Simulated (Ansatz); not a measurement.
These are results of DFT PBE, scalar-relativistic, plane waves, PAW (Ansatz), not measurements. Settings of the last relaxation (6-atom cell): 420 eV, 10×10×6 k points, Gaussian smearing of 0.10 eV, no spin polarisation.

The zero of energy is the elements' standard structures at the same level (Cl₂ as a molecule); no fitted shifts are applied.

Task: Give a relaxed trial structure of a tetragonal metal made of Cl and Zr, with a formation energy near −0.11 eV/atom and about 20 Å³ per atom, in a cell of 6 atoms.

Result: Zr2Cl, space group P4/nmm (No. 129). Zr on a site of symmetry -4m2 has 4 Cl at 2.78 Å, 4 Zr at 2.84 Å and 4 Zr at 3.38 Å; Zr on a site of symmetry 4mm has 1 Cl at 2.71 Å, 4 Cl at 2.95 Å and 8 Zr at 3.38–3.43 Å; Cl has 5 Zr at 2.71–2.78 Å and 4 Zr at 2.95 Å.

```
Zr Cl
1.0
     4.01889    0.00000    0.00000
     0.00000    4.01889    0.00000
     0.00000    0.00000    7.35343
Zr Cl
4 2
Direct
  0.50000 0.50000 0.00000
  0.00000 0.00000 0.00000
  0.50000 0.00000 0.36930
  0.00000 0.50000 0.63070
  0.50000 0.00000 0.73816
  0.00000 0.50000 0.26184
```

| Property | Result |
| --- | --- |
| Volume per atom | 19.79 Å³ |
| Density | 6.09 g/cm³ |
| Energy over the elements | −0.11 eV/atom |
| Gap on the 10×10×6 mesh of the 6-atom cell | 0 eV (a metal) |

The cell was found from a structure generator's guess, not taken from experiment. Other answers may fit too; this one was computed.

A structure relaxed within its symmetry needn't be a true minimum.
